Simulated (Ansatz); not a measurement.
# LiNbO₃: computed property card

LiNbO3:
```
CELL_PARAMETERS angstrom
      2.56711     1.48212     4.60888
     -2.56711     1.48212     4.60888
      0.00000    -2.96425     4.60888
ATOMIC_POSITIONS crystal
  Li 0.70674 0.70674 0.70674
  Li 0.20674 0.20674 0.20674
  Nb 0.98909 0.98909 0.98909
  Nb 0.48909 0.48909 0.48909
  O  0.87834 0.26896 0.62749
  O  0.62749 0.87834 0.26896
  O  0.26896 0.62749 0.87834
  O  0.76896 0.37834 0.12749
  O  0.37834 0.12749 0.76896
  O  0.12749 0.76896 0.37834
```

Space group R3c (No. 161); conventional cell a = 5.1342 Å, b = 5.1342 Å, c = 13.8266 Å, α = 90.00°, β = 90.00°, γ = 120.00°.

Method: PBEsol (plane waves, PAW; program Ansatz). The cell and atoms are relaxed at this level. Other levels are named where they apply.

Cell and energy:

| Property | Result |
|---|---|
| Volume per atom | 10.52 Å³ |
| Density | 4.67 g/cm³ |
| Formation energy from the elements (no fitted shifts) | -2.58 eV/atom |

Electronic structure:

| Item | Result |
|---|---|
| Band gap | 3.51 eV (indirect) |
| Valence-band maximum | off the standard path, at k = (0.135, 0.135, 0.146) in fractions of the reciprocal vectors |
| Conduction-band minimum | off the standard path, at k = (-0.094, -0.094, 0.026) in fractions of the reciprocal vectors |
| Smallest direct gap on the standard path | 3.54 eV |
| Electron effective mass | 0.81, 1.8, 2.1 mₑ (principal values) |
| HSE06 gap on the PBEsol cell | 4.99 eV |
| Gap with spin–orbit coupling | 3.47 eV |

Mechanics:

| Property | Result |
|---|---|
| Bulk modulus (Birch–Murnaghan fit) | 1080 kbar |
| Pressure derivative B′ | 5.6 |
| Elastic constants (relaxed ions, GPa) | C11 = 198, C12 = 59.9, C13 = 68.5, C14 = 9.6, C33 = 233, C44 = 58.1 |
| Mechanical stability | stable (all eigenvalues of C positive) |
| Hill bulk and shear moduli | 113 and 64.8 GPa |
| Young's modulus | 163 GPa |
| Poisson's ratio | 0.26 |
| Debye temperature from the elastic constants | 563 K |
| Piezoelectric stress constants (proper, relaxed ions, C/m²) | e15 = e24 = -3.79, e16 = e21 = 2.59, e22 = -2.59, e31 = e32 = -0.34, e33 = -1.73 |

Dielectric response:

| Property | Result |
|---|---|
| Electronic dielectric constant ε∞ (DFPT) | 5.50 (xx = yy), 5.31 (zz) |
| Born charges (a third of the trace) | Li +1.15, Nb +7.07, O -2.74 e |
| Largest static χ(2) component | 61 pm/V |

Symmetry was held in the PBEsol relaxation. No spin polarisation was allowed. Signs of piezoelectric constants follow the polarity of the cell as given. The references are the lowest solids computed at this level, not always the standard phases (solids in place of the gases). Scalar-relativistic: spin–orbit coupling is off unless named, which matters more the heavier the elements.

Potentials: the earlier of the program's two PAW sets. The files were generated under PBE; for other functionals the program regenerates the frozen cores, and for LDA and PBEsol the local potential too.
